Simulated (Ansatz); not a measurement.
Values for one crystal, relaxed and computed with plane-wave PAW LDA (Ansatz code); other levels are named.

- Volume per atom: 7.66 Å³
- Band gap: 5.82 eV (direct)
- Electron effective mass: 0.40, 0.52, 0.52 mₑ (principal values)
- Poisson's ratio: 0.21
- Hill bulk and shear moduli: 314 and 221 GPa
- Mechanical stability: stable (all eigenvalues of C positive)
- Formation energy from the elements (no fitted shifts): -2.92 eV/atom

**Question.** Which of these materials gives this?
A. BaTiO3, cubic perovskite
B. MgO, wurtzite
C. SnO2, rutile
D. SiO2, rutile

**Answer.** D, SiO2, rutile

Space group P4_2/mnm (rutile). This is a known high-pressure phase of the composition, computed here at zero pressure and temperature. Symmetry was held in the LDA relaxation; phonons on a q-mesh show no instability. The references are the lowest solids computed at this level, not always the standard phases (solids in place of the gases).

Potentials: the earlier of the program's two PAW sets.
